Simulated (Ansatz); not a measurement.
## Property card for CoO

CoO:
```xyz
4
Lattice="3.1607 0.0000 0.0000 0.0000 3.1607 0.0000 0.0000 0.0000 4.2265" Properties=species:S:1:pos:R:3 pbc="T T T"
Co     0.0000     0.0000     0.0000
O      1.5804     0.0000     1.0566
Co     1.5804     1.5804     2.1133
O      0.0000     1.5804     3.1699
```
The run is spin-polarised; directions of the spins, atom by atom: ↑ 0 ↓ 0.

Space group I-4m2 (No. 119); conventional cell a = b = 3.161 Å, c = 4.227 Å, α = β = γ = 90.00°.

Method: PBEsol in the plane-wave PAW code Ansatz. Structure relaxed to zero pressure with the same functional. Other levels are named where they apply.

Cell and energy:

```json
{
  "volume_per_atom": "10.56 Å³",
  "density": "5.89 g/cm³",
  "Formation energy from the elements (no fitted shifts)": "-0.64 eV/atom"
}
```

Electronic structure:

```json
{
  "electronic_character": "metallic (no gap)",
  "Density of states at the Fermi level": "0.65 states/eV per atom (mean over ±0.08 eV)"
}
```

Magnetism:

```json
{
  "magnetic_order": "antiferromagnetic",
  "net_moment": "0.00 μB per atom"
}
```

Mechanics:

```json
{
 "Bulk modulus (Birch–Murnaghan fit)": "151 GPa",
 "Pressure derivative B′": "3.8"
}
```

The start of the workflow was typed in or built on a structure type; neither database checked (COD, Materials Project) lists it. It is not the phase usual at ambient conditions (space group No. 225). The PBEsol relaxation kept the symmetry of its start, as lowered by the spin order; its stability against distortions is not shown here. Spin order of the final state: antiferromagnetic, chosen from 5 collinear starts compared on coarse meshes (ties went to the first, and starts can fall back to one state), not a proven ground state. No Hubbard U is applied. The compound may be a true metal, but semilocal functionals without U, or a wrong spin order, can also close a gap. Point labels and valley counts follow the cell and symmetry of the run, lower than the named group. The references are the lowest solids computed at this level, not always the standard phases (solids in place of the gases).

Potentials: the earlier of the program's two PAW sets. The files were generated under PBE; for other functionals the program regenerates the frozen cores, and for LDA and PBEsol the local potential too.
